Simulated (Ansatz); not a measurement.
The end of the path is a generated cell of ZnSnN2: the first start was made by placing the elements on the sites of a structure type, and the end was not matched to a known phase here, so it may be hypothetical.

A geometry of ZnSnN2 away from equilibrium: the start of the relaxation of a generated cell, ZnSnN2 built in the AFLOW prototype ABC2_hP8_194_d_a_f (as in AlCr2C). Calculation: PBEsol (plane waves to 420 eV, PAW, scalar-relativistic; Ansatz, a first-principles code). Γ-centred k-mesh 9×9×2 on the run's cell (coarser than for final values), Fermi–Dirac smearing 0.05 eV.

```xyz
8
Lattice="2.9783 0.0000 0.0000 -1.4891 2.5793 0.0000 0.0000 0.0000 13.3502" Properties=species:S:1:pos:R:3:forces:R:3 pbc="T T T" free_energy=-19967.024 pressure_GPa=16.6
Zn     0.0000     1.7195    10.0127    0.0000    0.0000    0.0000
Zn     1.4891     0.8598     3.3376    0.0000    0.0000    0.0000
N      0.0000     1.7195     1.1481    0.0000    0.0000    2.6157
N      1.4891     0.8598     7.8232    0.0000    0.0000    2.6157
N      1.4891     0.8598    12.2021    0.0000    0.0000   -2.6157
N      0.0000     1.7195     5.5270    0.0000    0.0000   -2.6157
Sn     0.0000     0.0000     0.0000    0.0000    0.0000    0.0000
Sn     0.0000     0.0000     6.6751    0.0000    0.0000    0.0000
```

Positions in Å, forces in eV/Å, free energy of the cell in eV (comparable only within this code, potentials and settings). Largest force: 2.62 eV/Å, on N3, N4, N5, N6 (atoms numbered as listed); the geometry lies 0.74 eV/atom above the end of its relaxation.

No spin polarisation in the result.

The run could not lower the symmetry of its start; a shaken copy of this end point relaxes with PBEsol to P6₃mc (No. 186), 218 meV/atom lower.
